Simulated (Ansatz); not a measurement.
AlGaAs2 in space group R3m (No. 160; Al on 3a, Ga on 3a, As on 3a, As on 3a), r²SCAN in the plane-wave PAW code Ansatz. The conduction-band minimum lies at Γ, with 1 equivalent valley. Second derivatives d²E/dk² of the lowest band at one valley (eV·Å²), along Cartesian directions:

```tsv
direction	d²E/dk²
[100]	98.22
[010]	98.22
[001]	59.72
[110]	98.22
[101]	79.10
[011]	79.04
```

Problem. Find the principal effective masses, the density-of-states mass and the conductivity mass.

Solution. Off-diagonal terms follow from H_xy = H[110] − (H_xx + H_yy)/2, and m*/mₑ = 7.620 eV·Å² over each eigenvalue: 0.078, 0.078, 0.13. One valley's DOS mass (m₁m₂m₃)^(1/3) = 0.092, conductivity mass 3/(Σ 1/mᵢ) = 0.089 mₑ.

Problem. What effective density of states Nc follows at 300 K for parabolic valleys?

Solution. Nc = 2.509e19 × 1 × (0.092)^(3/2) ≈ 7.0e17 cm⁻³.

The workflow started from a Materials Project entry (that database holds measured and hypothetical structures alike); the Crystallography Open Database copy checked does not list it. With Al and Ga taken as one species the cell has the higher symmetry F-43m, so it may be an ordered model of a mixed-site phase. Whether it is the stable phase at ambient conditions was not checked. The cell was relaxed with r²SCAN under the symmetry of its start; its stability against distortions is not shown here. Scalar-relativistic: spin–orbit coupling is off unless named, which matters more the heavier the elements.

Potentials: the later of the program's two PAW sets.

Edges and masses are those of Kohn–Sham bands, whose gap is no quasiparticle gap.
